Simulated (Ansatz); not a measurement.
**MoPd, first-principles data**

MoPd:
Space group Cmcm (No. 63); a = 2.630 Å, b = 10.459 Å, c = 4.304 Å, α = 90.00°, β = 90.00°, γ = 90.00°

```tsv
atom	site	symmetry	x	y	z
Mo	4c	m2m	0.0000	0.3269	0.2500
Pd	4c	m2m	0.0000	0.0694	0.2500
```
(The calculation used a cell of 4 atoms; values per cell refer to that cell.)

Space group Cmcm (No. 63); conventional cell a = 2.6301 Å, b = 10.4585 Å, c = 4.3038 Å, α = 90.00°, β = 90.00°, γ = 90.00°.

Method: the program Ansatz at the PBEsol level (PAW). Geometry: relaxed at this level of theory. Other levels are named where they apply.

Cell and energy:

| Item | Value |
|---|---|
| Volume per atom | 14.80 Å³ |
| Density | 11.35 g/cm³ |
| Formation energy from the elements (no fitted shifts) | 0.013 eV/atom |

Electronic structure:

| Item | Result |
|---|---|
| Electronic character | metallic (no gap) |
| Density of states at the Fermi level | 0.78 states/eV per atom (mean over ±0.08 eV) |
| Gap with spin–orbit coupling | none (metallic) |

Mechanics:

| Property | Value |
|---|---|
| Bulk modulus (Birch–Murnaghan fit) | 254 GPa |
| Pressure derivative B′ | 4.8 |

Phonons:

| Item | Value |
|---|---|
| Highest zone-centre frequency | 264 cm^-1 |
| Zone-centre stability | no imaginary mode at Γ |

The start of the workflow was typed in or built on a structure type; neither database checked (COD, Materials Project) lists it. Its standing as an ambient phase is unchecked. Symmetry was held in the PBEsol relaxation. No spin polarisation was allowed. As this level gives no gap, phonon frequencies hold no LO–TO term and depend on the k-mesh and smearing (Fermi–Dirac, 0.1 eV here). Axis ratios of metals converge slowly with the k-mesh, so a and c are less sure than the volume. The references are the lowest solids computed at this level, not always the standard phases. Spin–orbit coupling is left out wherever it is not named.

Potentials: the later of the program's two PAW sets.
